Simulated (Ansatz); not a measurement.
A: SiO$_{2}$ (space group P6_422), a = b = 5.059 Å, c = 5.541 Å, α = β = 90.00°, γ = 120.00°
B: Sn (beta-Sn type, space group I4_1/amd), a = 5.886 Å, b = 5.886 Å, c = 3.184 Å, α = 90.00°, β = 90.00°, γ = 90.00°
C: VSi2 (CrSi2 type, space group P6_222), a = b = 4.5307 Å, c = 6.3246 Å, α = β = 90.00°, γ = 120.00°

Scan: energy against volume (even scaling of the relaxed cell, symmetry kept). One method and one kind of scan serve all of them; meshes and ranges differ. All were relaxed with their symmetry unable to fall. Relaxed VSi2 ends with no sizeable moment though spin was allowed. Other magnetic orders were not checked, so this need not be the ground state. (This holds for the magnetic or f-shell members.)

Q: Order them by bulk modulus at fixed cell shape (fitted) (lowest first) at the level r2SCAN (plane waves to 500 eV, PAW, scalar-relativistic; Ansatz, a quantum-chemistry and plane-wave program).

A: B (54.1 GPa), A (146 GPa), C (188 GPa)

(A scan under strain: stresses follow from slopes of the energy per volume, elastic moduli from its curvatures.)
